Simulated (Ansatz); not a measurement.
# 61Ni nuclear quadrupole resonance in SiNi3

Cell: a Materials Project structure (computed, not necessarily an observed phase), atoms as given.

```
Si Ni
1.0
     3.46374    0.00000    0.00000
     0.00000    3.46374    0.00000
     0.00000    0.00000    3.46374
Si Ni
1 3
Direct
  0.00000 0.00000 0.00000
  0.00000 0.50000 0.50000
  0.50000 0.50000 0.00000
  0.50000 0.00000 0.50000
```

Atom numbers follow the list; atoms alike are taken as one site, whose name carries the number of the first.

Level of theory: DFT, r2SCAN, plane waves and PAW, scalar-relativistic, collinear spin, 500 eV cutoff, Γ-centred 10×10×10 k-points, Fermi–Dirac smearing 0.05 eV (Ansatz 0.2.0). Start moments as typed (μB): 1.5 on each Ni, none on the rest.

61Ni: I = 3/2, Q = 162.0 mb (year-2017 value). Static lattice, zero field.

Q: Predict the zero-field 61Ni lines of each site.

A: For I = 3/2 there is one line, ν = (|C_Q|/2)(1 + η²/3)^½.

```csv
site,atoms,V_zz (10²¹ V/m²),C_Q (MHz),η,line frequencies (MHz)
Ni,"2, 3, 4",-5.10,-20.0,0.00,9.98
```

An axis of threefold or higher order runs through Ni, so V_zz lies along it and η is zero.

The program didn't check the stability of this electronic state in full, so a lower one may lie near. The run finds no gap above 0.1 eV (a metal, or nearly one), so the gradients can move by 10 % or more with the k-mesh. With these PAW files V_zz is typically within 2 to 3 % of all-electron values, but misses above 10 % occur on Ni. The start moments die out, and the run ends without spin.
